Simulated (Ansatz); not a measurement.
Data:

Li$_{2}$HfN$_{2}$:
Space group P-3m1 (No. 164); a = b = 3.2441 Å, c = 5.4232 Å, α = β = 90.00°, γ = 120.00°

```
atom  site  symmetry       x       y       z
----  ----  --------  ------  ------  ------
Li      2d       3m.  0.6667  0.3333  0.3834
Hf      1a      -3m.  0.0000  0.0000  0.0000
N       2d       3m.  0.3333  0.6667  0.2216
```

This is the r²SCAN-relaxed structure.

Task: All from r²SCAN (plane waves, PAW; program Ansatz), unless another level is named. Predict the HSE06 gap on the r²SCAN cell.

Result: 2.93 eV.

Task: Give the electron effective mass with spin–orbit coupling.

Result: 0.29, 1.9, 3.8 mₑ (principal values).

Task: Give the gap with spin–orbit coupling.

Result: 2.23 eV.

Task: Predict the valence-band maximum.

Result: at Γ.

The workflow started from a Materials Project entry (that database holds measured and hypothetical structures alike); the Crystallography Open Database copy checked does not list it. Whether it is the stable phase at ambient conditions was not checked. The r²SCAN relaxation kept the symmetry of its start; its stability against distortions is not shown here. The run is not spin-polarised. Scalar-relativistic: spin–orbit coupling is off unless named, which matters more the heavier the elements.

Potentials: the later of the program's two PAW sets.
